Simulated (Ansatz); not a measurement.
GeSbTe3: relaxation step by step

The guess for GeSbTe3 was made by a generator: random cell by space group and Wyckoff sites (P6/mmm, No. 191). Its size is a rough estimate.

```
Ge Sb Te
1.0
     5.65849    0.00000    0.00000
    -2.82924    4.90039    0.00000
     0.00000    0.00000    6.76733
Ge Sb Te
1 1 3
Direct
  0.00000 0.00000 0.50000
  0.00000 0.00000 0.00000
  0.50000 0.00000 0.00000
  0.00000 0.50000 0.00000
  0.50000 0.50000 0.00000
```

Level of theory: DFT PBE, scalar-relativistic, plane waves, PAW (Ansatz 0.2.0). Cutoff 420 eV, Gaussian smearing, Γ-centred meshes. Cell and atoms relax first on a coarse mesh and then on a finer one. In between, the cell is made exact in the group found at 0.06 Å. In metals the finer mesh still leaves noise of several meV/atom or more. The steps can't lower the symmetry of their start. No spin polarisation.

Steps on the 6×6×4 mesh (5 atoms, 10 steps). The free energy counts from the last step; the plane-wave basis is renewed at times, which shifts energy and pressure.

```
step  ΔF (meV/atom)  V (Å³/atom)  P (GPa)
   1          853.4        37.53    14.57
   2          431.6        40.86     6.06
   3          203.1        41.87     1.79
   4           94.9        41.20     0.29
   5           27.5        39.90    -0.08
   6            5.6        38.30     0.41
   7            4.6        38.78     0.09
   8            0.7        38.78     0.30
   9            0.0        39.04     0.04
  10            0.0        39.04     0.04
```

The relaxed structure, after a last relaxation on the converged mesh:

```cif
data_structure
_symmetry_space_group_name_H-M 'P6/mmm'
_symmetry_Int_Tables_number 191
_cell_length_a 6.4235
_cell_length_b 6.4235
_cell_length_c 5.5403
_cell_angle_alpha 90.000
_cell_angle_beta 90.000
_cell_angle_gamma 120.000
_cell_volume 197.97
loop_
_atom_site_label
_atom_site_type_symbol
_atom_site_symmetry_multiplicity
_atom_site_Wyckoff_symbol
_atom_site_fract_x
_atom_site_fract_y
_atom_site_fract_z
_atom_site_occupancy
Ge1 Ge 1 b 0.00000 0.00000 0.50000 1
Sb1 Sb 1 a 0.00000 0.00000 0.00000 1
Te1 Te 3 f 0.50000 0.00000 0.00000 1
```

The symmetry stays P6/mmm (No. 191). The volume per atom grows by 5.5 %, from 37.5 to 39.6 Å³. The shortest distance goes from 2.83 Å (Sb–Te and Te–Te) to 2.77 Å (Ge–Sb). The ratio c/a of the conventional cell changes by a factor of 0.72. The energy falls by about 0.83 eV/atom (the start's value is from the coarse mesh). Ge has 2 Sb at 2.77 Å; around Sb lie 2 Ge at 2.77 Å and 6 Te at 3.21 Å; Te is surrounded by 2 Sb at 3.21 Å and 4 Te at 3.21 Å.

```
Volume per atom                          : 39.59 Å³
Density                                  : 4.84 g/cm³
Formation energy                         : +0.58 eV/atom
Gap on the 6×6×8 mesh of the 5-atom cell : 0 eV (a metal)
```

Energies over the elements count from the elements' standard structures at the same level, with no fitted energy shifts.

The last run used Gaussian smearing of 0.10 eV. Spin–orbit coupling, which can matter for Sb and Te, is left out. An odd number of electrons in the primitive cell allows no gap without spin; a larger cell or a magnetic state could open one. The cell is a metal run without spin; a magnetic state may lie lower. The reference form of Te is held partly by dispersion forces, which this level lacks. Symmetry constrained the relaxation, so the result can be a saddle point. In all, the 3 runs took 3.4 min on 1 thread of Intel(R) Xeon(R) Platinum 8259CL CPU @ 2.50GHz (Skylake/Cascade Lake), on a shared host. Another cell of GeSbTe3 relaxed alike, in R3m (a Materials Project cell), lies 0.65 eV/atom lower, so this cell isn't the stable form at this level.
